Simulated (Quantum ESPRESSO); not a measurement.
## SiInHfO5F (finding a planted mistake in a log)

Computed values, not a measurement. The program is pw.x of Quantum ESPRESSO 7.5 (plane-wave density functional theory). The cell is made up: 9 atoms on a corundum lattice with one site empty, with randomly drawn elements, strain and displacements, not relaxed. PseudoDojo standard norm-conserving files (v0.5 for PBE, v0.4.1 for LDA and PBEsol) set the functional; there is no spin polarisation, spin-orbit coupling or dispersion term, and the masses in the input are unused placeholders.

The hafnium pseudopotential is less sure than the others, with forces about 3 percent (worst 6) and pressure in oxides about 1.5 GPa (worst 2.7) from a second method in checks, which no rerun with the same files tests.

Intended input:

```
&control calculation='scf', pseudo_dir='./dojo.nc.sr.pbe.v0_5.standard.upf', outdir='./o', disk_io='medium', tprnfor=.true., tstress=.true. /
&system ibrav=0, nat=9, ntyp=5, nbnd=39, ecutwfc=84.00895049, nosym=.true., tot_charge=0,
 occupations='smearing', smearing='fd', degauss=0.0018374661
/
&electrons conv_thr=7.350e-09, electron_maxstep=60, /
ATOMIC_SPECIES
F 1.0 F.upf
Hf 1.0 Hf.upf
In 1.0 In.upf
O 1.0 O.upf
Si 1.0 Si.upf
CELL_PARAMETERS angstrom
2.5521 1.4734 4.5608
-2.5521 1.4734 4.5608
0.0 -2.9469 4.5608
ATOMIC_POSITIONS angstrom
Si -0.0195 0.0361 2.0213
In 0.0588 -0.0105 8.8672
Hf 0.0322 0.0554 11.6427
O -0.9982 1.487 7.9587
O -0.7867 -1.582 7.9996
O 1.7719 0.1 7.9773
O 0.9819 -1.4558 5.7043
O 0.7816 1.5926 5.7206
F -1.7624 -0.1389 5.694
K_POINTS automatic
5 5 5 1 1 1
```

The log is shortened where brackets say so; the opening notice, blank lines, dates and the lines on written files are dropped, and the path of the files is cut. It prints rydbergs, bohrs and kilobars, and counts compression as positive stress.

Log of the intended run:

```
     Program PWSCF v.7.5
     Parallel version (MPI & OpenMP), running on       1 processor cores
     Number of MPI processes:                 1
     Threads/MPI process:                     1
     [start-up lines left out]
     bravais-lattice index     =            0
     lattice parameter (alat)  =      10.2612  a.u.
     unit-cell volume          =     694.4117 (a.u.)^3
     number of atoms/cell      =            9
     number of atomic types    =            5
     number of electrons       =        66.00
     number of Kohn-Sham states=           39
     kinetic-energy cutoff     =      84.0090  Ry
     charge density cutoff     =     336.0358  Ry
     scf convergence threshold =      7.3E-09
     mixing beta               =       0.7000
     number of iterations used =            8  plain     mixing
     Exchange-correlation= PBE
                           (   1   4   3   4   0   0   0)
     [axes and pseudopotential details left out]
   Cartesian axes
     site n.     atom                  positions (alat units)
         1        Si     tau(   1) = (  -0.0035912   0.0066482   0.3722460  )
         2        In     tau(   2) = (   0.0108287  -0.0019337   1.6329986  )
         3        Hf     tau(   3) = (   0.0059300   0.0102026   2.1441393  )
         4        O      tau(   4) = (  -0.1838302   0.2738484   1.4656877  )
         5        O      tau(   5) = (  -0.1448800  -0.2913438   1.4732199  )
         6        O      tau(   6) = (   0.3263161   0.0184162   1.4691131  )
         7        O      tau(   7) = (   0.1808284  -0.2681026   1.0505135  )
         8        O      tau(   8) = (   0.1439408   0.2932959   1.0535154  )
         9        F      tau(   9) = (  -0.3245666  -0.0255801   1.0486167  )
     number of k points=    63  Fermi-Dirac smearing, width (Ry)=  0.0018
                       cart. coord. in units 2pi/alat
        k(    1) = (   0.0000000   0.0000000   0.1190583), wk =   0.0320000
        k(    2) = (   0.0000000  -0.2456852   0.1984287), wk =   0.0320000
     [further k points left out]
     Dense  grid:    72111 G-vectors     FFT dimensions: (  60,  60,  60)
     Estimated max dynamical RAM per process >     118.62 MB
     Initial potential from superposition of free atoms
     starting charge      65.9936, renormalised to      66.0000
     Starting wfcs are   47 randomized atomic wfcs
     total cpu time spent up to now is       12.3 secs
     per-process dynamical memory:    66.7 Mb
     Self-consistent Calculation
     iteration #  1     ecut=    84.01 Ry     beta= 0.70
     Davidson diagonalization with overlap
     ethr =  1.00E-02,  avg # of iterations =  2.0
     total cpu time spent up to now is       42.9 secs
     total energy              =    -468.01492296 Ry
     estimated scf accuracy    <       2.47581827 Ry
     iteration #  2     ecut=    84.01 Ry     beta= 0.70
     Davidson diagonalization with overlap
     ethr =  3.75E-03,  avg # of iterations =  3.0
     total cpu time spent up to now is       77.6 secs
     total energy              =    -468.27676891 Ry
     estimated scf accuracy    <       4.48224591 Ry
     [iterations 3 to 11 left out]
     iteration # 12     ecut=    84.01 Ry     beta= 0.70
     Davidson diagonalization with overlap
     ethr =  2.97E-10,  avg # of iterations =  2.3
     total cpu time spent up to now is      347.8 secs
     total energy              =    -469.19569220 Ry
     estimated scf accuracy    <       0.00000002 Ry
     iteration # 13     ecut=    84.01 Ry     beta= 0.70
     Davidson diagonalization with overlap
     ethr =  2.48E-11,  avg # of iterations =  3.7
     total cpu time spent up to now is      376.3 secs
     End of self-consistent calculation
     [lines on levels left out]
!    total energy              =    -469.19569220 Ry
     estimated scf accuracy    <          3.6E-09 Ry
     smearing contrib. (-TS)   =      -0.00000000 Ry
     internal energy E=F+TS    =    -469.19569220 Ry
     The total energy is F=E-TS. E is the sum of the following terms:
     one-electron contribution =    -136.03036892 Ry
     hartree contribution      =     112.89696685 Ry
     xc contribution           =    -125.17980730 Ry
     ewald contribution        =    -320.88248283 Ry
     convergence has been achieved in  13 iterations
     Forces acting on atoms (cartesian axes, Ry/au):
     atom    1 type  5   force =    -0.02403347    0.12763039    0.09552055
     atom    2 type  3   force =    -0.08656275   -0.02441963   -0.08655075
     atom    3 type  2   force =    -0.05985307   -0.12019898    0.13906516
     atom    4 type  4   force =    -0.06451325    0.03577039   -0.10063594
     atom    5 type  4   force =     0.00076812   -0.11107410   -0.10921384
     atom    6 type  4   force =     0.11661811    0.09520033   -0.11518052
     atom    7 type  4   force =    -0.08276102   -0.12211790    0.06725866
     atom    8 type  4   force =     0.17850989   -0.03367397    0.07913160
     atom    9 type  1   force =     0.02182744    0.15288347    0.03060507
     Total force =     0.495014     Total SCF correction =     0.000149
     Computing stress (Cartesian axis) and pressure
          total   stress  (Ry/bohr**3)                   (kbar)     P=      129.02
   0.00031322  -0.00018132  -0.00020136           46.08      -26.67      -29.62
  -0.00018132   0.00096692   0.00038174          -26.67      142.24       56.16
  -0.00020136   0.00038174   0.00135109          -29.62       56.16      198.75
     init_run     :     11.49s CPU     12.22s WALL (       1 calls)
     electrons    :    336.52s CPU    363.98s WALL (       1 calls)
     forces       :      5.34s CPU      5.37s WALL (       1 calls)
     stress       :     19.25s CPU     19.34s WALL (       1 calls)
     [timing details left out]
     PWSCF        :   6m12.82s CPU   6m41.86s WALL
     JOB DONE.
```

A second run was made from an input with one planted mistake. Its log:

```
     Program PWSCF v.7.5
     Parallel version (MPI & OpenMP), running on       1 processor cores
     Number of MPI processes:                 1
     Threads/MPI process:                     1
     [start-up lines left out]
     bravais-lattice index     =            0
     lattice parameter (alat)  =      10.2612  a.u.
     unit-cell volume          =     694.4117 (a.u.)^3
     number of atoms/cell      =            9
     number of atomic types    =            5
     number of electrons       =        66.00
     number of Kohn-Sham states=           39
     kinetic-energy cutoff     =      44.7607  Ry
     charge density cutoff     =     179.0427  Ry
     scf convergence threshold =      7.3E-09
     mixing beta               =       0.7000
     number of iterations used =            8  plain     mixing
     Exchange-correlation= PBE
                           (   1   4   3   4   0   0   0)
     [axes and pseudopotential details left out]
   Cartesian axes
     site n.     atom                  positions (alat units)
         1        Si     tau(   1) = (  -0.0035912   0.0066482   0.3722460  )
         2        In     tau(   2) = (   0.0108287  -0.0019337   1.6329986  )
         3        Hf     tau(   3) = (   0.0059300   0.0102026   2.1441393  )
         4        O      tau(   4) = (  -0.1838302   0.2738484   1.4656877  )
         5        O      tau(   5) = (  -0.1448800  -0.2913438   1.4732199  )
         6        O      tau(   6) = (   0.3263161   0.0184162   1.4691131  )
         7        O      tau(   7) = (   0.1808284  -0.2681026   1.0505135  )
         8        O      tau(   8) = (   0.1439408   0.2932959   1.0535154  )
         9        F      tau(   9) = (  -0.3245666  -0.0255801   1.0486167  )
     number of k points=    63  Fermi-Dirac smearing, width (Ry)=  0.0018
                       cart. coord. in units 2pi/alat
        k(    1) = (   0.0000000   0.0000000   0.1190583), wk =   0.0320000
        k(    2) = (   0.0000000  -0.2456852   0.1984287), wk =   0.0320000
     [further k points left out]
     Dense  grid:    28105 G-vectors     FFT dimensions: (  45,  45,  45)
     Estimated max dynamical RAM per process >      52.91 MB
     Check: negative core charge=   -0.000265
     Initial potential from superposition of free atoms
     starting charge      65.9936, renormalised to      66.0000
     Starting wfcs are   47 randomized atomic wfcs
     total cpu time spent up to now is        6.5 secs
     per-process dynamical memory:    32.0 Mb
     Self-consistent Calculation
     iteration #  1     ecut=    44.76 Ry     beta= 0.70
     Davidson diagonalization with overlap
     ethr =  1.00E-02,  avg # of iterations =  2.0
     total cpu time spent up to now is       21.3 secs
     total energy              =    -467.45477166 Ry
     estimated scf accuracy    <       2.03292288 Ry
     iteration #  2     ecut=    44.76 Ry     beta= 0.70
     Davidson diagonalization with overlap
     ethr =  3.08E-03,  avg # of iterations =  3.0
     total cpu time spent up to now is       37.2 secs
     total energy              =    -467.69270171 Ry
     estimated scf accuracy    <       3.36715586 Ry
     [iterations 3 to 9 left out]
     iteration # 10     ecut=    44.76 Ry     beta= 0.70
     Davidson diagonalization with overlap
     ethr =  1.69E-09,  avg # of iterations =  2.0
     total cpu time spent up to now is      144.5 secs
     total energy              =    -468.38937419 Ry
     estimated scf accuracy    <       0.00000011 Ry
     iteration # 11     ecut=    44.76 Ry     beta= 0.70
     Davidson diagonalization with overlap
     ethr =  1.63E-10,  avg # of iterations =  2.3
     total cpu time spent up to now is      157.6 secs
     End of self-consistent calculation
     [lines on levels left out]
!    total energy              =    -468.38937421 Ry
     estimated scf accuracy    <          5.4E-09 Ry
     smearing contrib. (-TS)   =      -0.00000000 Ry
     internal energy E=F+TS    =    -468.38937421 Ry
     The total energy is F=E-TS. E is the sum of the following terms:
     one-electron contribution =    -134.49205721 Ry
     hartree contribution      =     111.89378174 Ry
     xc contribution           =    -124.90861590 Ry
     ewald contribution        =    -320.88248284 Ry
     convergence has been achieved in  11 iterations
     Forces acting on atoms (cartesian axes, Ry/au):
     atom    1 type  5   force =    -0.02387280    0.12748818    0.09576539
     atom    2 type  3   force =    -0.08526002   -0.02328691   -0.08595330
     atom    3 type  2   force =    -0.06059008   -0.12236878    0.13578847
     atom    4 type  4   force =    -0.06188901    0.03366447   -0.09959287
     atom    5 type  4   force =     0.00268564   -0.10949515   -0.10619269
     atom    6 type  4   force =     0.11471388    0.09721869   -0.11417894
     atom    7 type  4   force =    -0.08576951   -0.12042485    0.06747915
     atom    8 type  4   force =     0.17735551   -0.03560767    0.07892605
     atom    9 type  1   force =     0.02262639    0.15281201    0.02795875
     Total force =     0.492026     Total SCF correction =     0.000176
     Computing stress (Cartesian axis) and pressure
          total   stress  (Ry/bohr**3)                   (kbar)     P=     -638.34
  -0.00489615  -0.00016483  -0.00021581         -720.25      -24.25      -31.75
  -0.00016483  -0.00423266   0.00037720          -24.25     -622.65       55.49
  -0.00021581   0.00037720  -0.00388928          -31.75       55.49     -572.13
     init_run     :      6.03s CPU      6.38s WALL (       1 calls)
     electrons    :    135.30s CPU    151.28s WALL (       1 calls)
     forces       :      2.04s CPU      2.07s WALL (       1 calls)
     stress       :      7.79s CPU      7.85s WALL (       1 calls)
     [timing details left out]
     PWSCF        :   2m31.37s CPU   2m47.93s WALL
     JOB DONE.
```

Question: what was wrong in the second input?

Answer: the plane-wave cutoff is too low. The input lines that differ, file-writing options aside:

```
- &system ibrav=0, nat=9, ntyp=5, nbnd=39, ecutwfc=84.00895049, nosym=.true., tot_charge=0,
+ &system ibrav=0, nat=9, ntyp=5, nbnd=39, ecutwfc=44.76067441, nosym=.true., tot_charge=0,
```

|  | intended run | run with the mistake |
| --- | --- | --- |
| free energy (eV) | -6383.733 | -6372.762 |
| smearing term -TS (eV) | 0.0000 | 0.0000 |
| pressure (GPa) | 12.90 | -63.83 |
| largest force component (eV/Å) | 4.590 | 4.560 |
| largest change of a force component (eV/Å) |  | 0.084 |
| iterations | 13 | 11 |

For scale, a rerun of the intended cell at 1437 eV and a 7 x 7 x 7 mesh moved values by no more than 0.003 eV in energy, 0.04 GPa in stress and 0.002 eV/Å in force.